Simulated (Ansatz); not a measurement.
Cs$_{2}$KScF$_{6}$:
```
Cs2KScF6
1.0
    0.00000     4.58793     4.58793
    4.58793     0.00000     4.58793
    4.58793     4.58793     0.00000
K Cs Sc F
1 2 1 6
Cartesian
  4.58793   4.58793   4.58793
  2.29396   2.29396   2.29396
  6.88189   6.88189   6.88189
  0.00000   0.00000   0.00000
  2.02096   4.58793   4.58793
  7.15490   4.58793   4.58793
  4.58793   2.02096   4.58793
  4.58793   7.15490   4.58793
  4.58793   4.58793   2.02096
  4.58793   4.58793   7.15490
```

The program Ansatz at the r²SCAN level (PAW) gives a gap of 7.90 eV without spin–orbit coupling, maximum at Γ, minimum at Γ.

What happens when spin–orbit coupling is switched on?

The gap falls by 0.02 eV, to 7.88 eV; maximum at Γ, minimum at Γ.

How large is the spin–orbit splitting of the valence top at Γ?

The fourfold level lies 0.03 eV above the split-off pair.

Give the electron effective mass with spin–orbit coupling, band 1 of 2 at the edge.

7.8 along [100], 6.3 along [110], 5.7 along [111] (mₑ).

Give the electron effective mass with spin–orbit coupling, band 2 of 2 at the edge.

3.7 along [100], 4.2 along [110], 4.5 along [111] (mₑ).

Space group Fm-3m. The workflow started from a Materials Project entry (that database holds measured and hypothetical structures alike); the Crystallography Open Database copy checked does not list it. Whether it is the stable phase at ambient conditions was not checked. The r²SCAN relaxation kept the symmetry of its start; whether a distortion lowers the energy is not shown. The run is not spin-polarised.

Potentials: the later of the program's two PAW sets.
